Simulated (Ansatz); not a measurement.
Every step of a relaxation of hcp Co (0001), 4 layers

DFT, PBE, PAW with Ansatz's default frozen-core files, scalar-relativistic (Ansatz 0.2.0); a Γ-centred 15×15×1 k mesh, Fermi–Dirac smearing of 0.1 eV, spin-polarised from start moments Co1 1.7, Co2 1.7, Co3 1.7, Co4 1.7 μB. The run relaxes the atoms in the fixed cell.

Command: `ansatz run input.yaml --threads 2 --pin off --max-ram 6144MiB --backend cpu --events-out ev --progress --plain --runs-dir out` It took 72 s on 2 threads of Intel(R) Xeon(R) Platinum 8375C CPU @ 2.90GHz (Ice Lake), with other jobs on the host, peak memory 0.55 GiB.

```yaml
crystal:
  lattice:
    - [2.4930397743, 0.0, 0.0]
    - [-1.2465198872, 2.1590357772, 0.0]
    - [0.0, 0.0, 22.0554]
  atoms:
    - { symbol: Co, position: [0.833333333, 0.166666667, 0.3627230918], spin: 1.7 }
    - { symbol: Co, position: [0.166666667, 0.833333333, 0.4542410308], spin: 1.7 }
    - { symbol: Co, position: [0.833333333, 0.166666667, 0.5457589692], spin: 1.7 }
    - { symbol: Co, position: [0.166666667, 0.833333333, 0.6372769082], spin: 1.7 }
magnetization:
  spin_polarized: true
kpoints:
  mp_grid: { grid: [15, 15, 1] }
scf:
  occupations: { method: fermi_dirac, width: 0.1 }
hamiltonian:
  xc: pbe
  pseudopotentials: { kind: paw }
output:
  forces: true
  stress: true
  eigenvalues: true
relax:
  f_tol: 0.01
  max_steps: 40
efield:
  axis: 3
  amplitude: 0
  dipole_correction: true
```

Each step lists its free energy a cell above the last geometry, and Cartesian positions (Å) with forces (eV/Å).

The first step:

```
step 1  dF = 28.38 meV
  Co 1.8698 0.3598 8.0000   0.0000 0.0000 0.3426
  Co -0.6233 1.7992 10.0185   0.0000 0.0000 -0.5065
  Co 1.8698 0.3598 12.0369   0.0000 0.0000 0.5066
  Co -0.6233 1.7992 14.0554   0.0000 0.0000 -0.3427
```

The magnetic state is the one reached from the start moments; other orders weren't searched.

Q: Where does the relaxation end, and by which steps?

A: After 4 geometries, with a shortest distance of 2.426 Å and a cell moment of 6.77 μB. The further steps:
```
step 2  dF = 12.22 meV
  Co 1.8698 0.3598 8.0191   0.0000 0.0000 0.2230
  Co -0.6233 1.7992 10.0124   0.0000 0.0000 -0.3607
  Co 1.8698 0.3598 12.0430   0.0000 0.0000 0.3607
  Co -0.6233 1.7992 14.0363   0.0000 0.0000 -0.2230
step 3  dF = 0.29 meV
  Co 1.8698 0.3598 8.0434   0.0000 0.0000 -0.0361
  Co -0.6233 1.7992 9.9896   0.0000 0.0000 0.0588
  Co 1.8698 0.3598 12.0658   0.0000 0.0000 -0.0587
  Co -0.6233 1.7992 14.0120   0.0000 0.0000 0.0359
step 4  dF = 0.00 meV
  Co 1.8698 0.3598 8.0408   0.0000 0.0000 0.0015
  Co -0.6233 1.7992 9.9931   0.0000 0.0000 -0.0027
  Co 1.8698 0.3598 12.0623   0.0000 0.0000 0.0027
  Co -0.6233 1.7992 14.0146   0.0000 0.0000 -0.0015
step 5  dF = 0.00 meV  (same geometry, solved once more)
  Co 1.8698 0.3598 8.0408   0.0000 0.0000 0.0015
  Co -0.6233 1.7992 9.9931   0.0000 0.0000 -0.0027
  Co 1.8698 0.3598 12.0623   0.0000 0.0000 0.0027
  Co -0.6233 1.7992 14.0146   0.0000 0.0000 -0.0015
```
